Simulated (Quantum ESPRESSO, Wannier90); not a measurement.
## Wannierisation of KF (rock salt)

Cell from Materials Project (mp-463), symmetrised, no further relaxation. COD (Crystallography Open Database) has an entry of this formula and space group (matched by these alone). Computed values, not measurements, from LDA: Quantum ESPRESSO (norm-conserving PseudoDojo potentials, cutoff 68 Ry, no spin polarisation, no spin-orbit coupling) on a Γ-centred 10×10×10 mesh, then Wannier90. Density: 10×10×10 mesh, cold smearing 0.01 Ry.

The plane-wave run has 15 bands and 16 electrons a cell. On the energy scale of pw.x, whose zero is arbitrary, the valence-band maximum lies at 1.22 eV.

Input w.win, without the blocks of cell, atoms and k-points (1000 lines):

```
num_bands = 11
num_wann = 5
exclude_bands = 1,3-5
num_iter = 1000
conv_tol = 1.0e-6
conv_window = 4
dis_num_iter = 1000
dis_conv_tol = 1.0e-6
dis_froz_max = 8.65
write_hr = true
write_u_matrices = true
begin projections
f=-0.00539,-0.01184,0.01293: s
f=0.50407,0.49662,0.48688: s;p
end projections
mp_grid = 11 10 10
```

**Question.** Check the input against the numbers above: what is wrong, and how is it mended?

**Answer.** wannier90.x -pp stops with:
```
Error: Wrong number of lines in block kpoints
```
The product of the three numbers of mp_grid differs from the number of lines in the kpoints block. Mended as below, all else unchanged, the run goes through (Ω_I = 5.8 Å²) and follows the plane-wave bands to 3.1 meV rms (states up to 6.9 eV relative to the valence-band maximum).
```
mp_grid = 10 10 10
```
